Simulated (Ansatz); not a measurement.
BN:
Space group P6₃mc (No. 186); a = b = 2.5227 Å, c = 4.1744 Å, α = β = 90.00°, γ = 120.00°

| atom | site | symmetry | x | y | z |
|---|---|---|---|---|---|
| B | 2b | 3m. | 0.3333 | 0.6667 | 0.4997 |
| N | 2b | 3m. | 0.3333 | 0.6667 | 0.1253 |

Relaxed with LDA.

### Question
Which orbitals make up the states near the band edges in LDA (plane waves, PAW; program Ansatz)?

### Answer
Top 1 eV of the valence band: N 2p 85 %, B 2p 14 %. Bottom 1 eV of the conduction band: B 2p 54 %, N 2p 25 %, outside the projected shells 21 %. Projections are on Löwdin-orthogonalised atomic valence shells; empty p or d shells of many metals are not among them.

### Question
Tabulate the density of states.

### Answer
States/eV per cell of 4 atoms, in 0.25 eV bins, energy from the valence-band maximum.

```csv
E (eV),total,N 2p,B 2p,N 2s
-7.85,1.34,0.82,0.27,0.08
-7.60,1.04,0.63,0.22,0.07
-7.35,0.81,0.49,0.18,0.05
-7.10,1.08,0.67,0.25,0.06
-6.85,1.24,0.78,0.29,0.06
-6.60,1.02,0.64,0.24,0.05
-6.35,1.06,0.67,0.25,0.05
-6.10,1.22,0.77,0.29,0.05
-5.85,1.30,0.83,0.33,0.05
-5.60,1.23,0.79,0.31,0.05
-5.35,1.27,0.82,0.33,0.04
-5.10,1.45,0.95,0.39,0.04
-4.85,1.48,0.98,0.40,0.04
-4.60,1.56,1.04,0.42,0.04
-4.35,1.68,1.12,0.45,0.04
-4.10,1.71,1.16,0.45,0.03
-3.85,1.63,1.12,0.43,0.03
-3.60,1.96,1.36,0.51,0.03
-3.35,2.17,1.53,0.56,0.03
-3.10,2.42,1.72,0.63,0.02
-2.85,1.79,1.29,0.44,0.02
-2.60,1.53,1.12,0.36,0.01
-2.35,1.40,1.04,0.32,0.01
-2.10,1.12,0.85,0.24,0.01
-1.85,0.92,0.71,0.19,0.01
-1.60,0.75,0.59,0.14,0.01
-1.35,0.61,0.49,0.11,0.00
-1.10,0.50,0.41,0.08,0.00
-0.85,0.40,0.33,0.06,0.00
-0.60,0.29,0.25,0.04,0.00
-0.35,0.18,0.16,0.02,0.00
-0.10,0.06,0.06,0.01,0.00
0.15,0.00,0.00,0.00,0.00
0.40,0.00,0.00,0.00,0.00
0.65,0.00,0.00,0.00,0.00
0.90,0.00,0.00,0.00,0.00
1.15,0.00,0.00,0.00,0.00
1.40,0.00,0.00,0.00,0.00
1.65,0.00,0.00,0.00,0.00
1.90,0.00,0.00,0.00,0.00
2.15,0.00,0.00,0.00,0.00
2.40,0.00,0.00,0.00,0.00
2.65,0.00,0.00,0.00,0.00
2.90,0.00,0.00,0.00,0.00
3.15,0.00,0.00,0.00,0.00
3.40,0.00,0.00,0.00,0.00
3.65,0.00,0.00,0.00,0.00
3.90,0.00,0.00,0.00,0.00
4.15,0.00,0.00,0.00,0.00
4.40,0.00,0.00,0.00,0.00
4.65,0.00,0.00,0.00,0.00
4.90,0.00,0.00,0.00,0.00
5.15,0.03,0.01,0.02,0.00
5.40,0.06,0.01,0.03,0.00
5.65,0.08,0.02,0.04,0.00
5.90,0.10,0.03,0.05,0.00
6.15,0.13,0.03,0.07,0.00
6.40,0.16,0.04,0.08,0.00
6.65,0.52,0.07,0.26,0.09
6.90,1.11,0.12,0.53,0.21
7.15,1.41,0.18,0.68,0.24
7.40,1.16,0.15,0.58,0.20
7.65,1.21,0.15,0.61,0.21
7.90,1.34,0.16,0.70,0.23
8.15,1.43,0.17,0.79,0.24
8.40,1.16,0.16,0.62,0.18
8.65,1.10,0.16,0.60,0.16
8.90,1.47,0.22,0.85,0.18
9.15,1.46,0.22,0.91,0.14
9.40,1.18,0.18,0.75,0.10
9.65,0.71,0.10,0.44,0.07
```

Space group P6_3mc (wurtzite). The cell was relaxed with LDA under the symmetry of its start.

Potentials: the earlier of the program's two PAW sets. The files were generated under PBE; for other functionals the program regenerates the frozen cores, and for LDA and PBEsol the local potential too.
